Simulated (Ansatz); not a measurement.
Data:

Zr:
Space group I4₁/amd, origin choice 1 (No. 141); a = b = 5.545 Å, c = 3.066 Å, α = β = γ = 90.00°

| atom | site | symmetry | x | y | z |
|---|---|---|---|---|---|
| Zr | 4a | -4m2 | 0.0000 | 0.0000 | 0.0000 |
(The calculation used a cell of 2 atoms; values per cell refer to that cell.)

This is the PBE-relaxed structure.

### Question
All from DFT-PBE in the program Ansatz with PAW potentials, unless another level is named. Estimate the bulk modulus (Birch–Murnaghan fit).

### Answer
79.4 GPa.

### Question
What about the highest zone-centre frequency?

### Answer
200 cm⁻¹.

Space group I4_1/amd (β-Sn type). The cell is a constructed one: a structure type filled with these elements; neither database checked (COD, Materials Project) lists it. It is not the phase usual at ambient conditions (space group No. 194). The PBE relaxation kept the symmetry of its start. At this level the phase is dynamically unstable (imaginary phonons). No spin polarisation was allowed. As this level gives no gap, phonon frequencies hold no LO–TO term and depend on the k-mesh and smearing (Fermi–Dirac, 0.1 eV here). Axis ratios of metals converge slowly with the k-mesh, so a and c are less sure than the volume.

Potentials: the later of the program's two PAW sets.
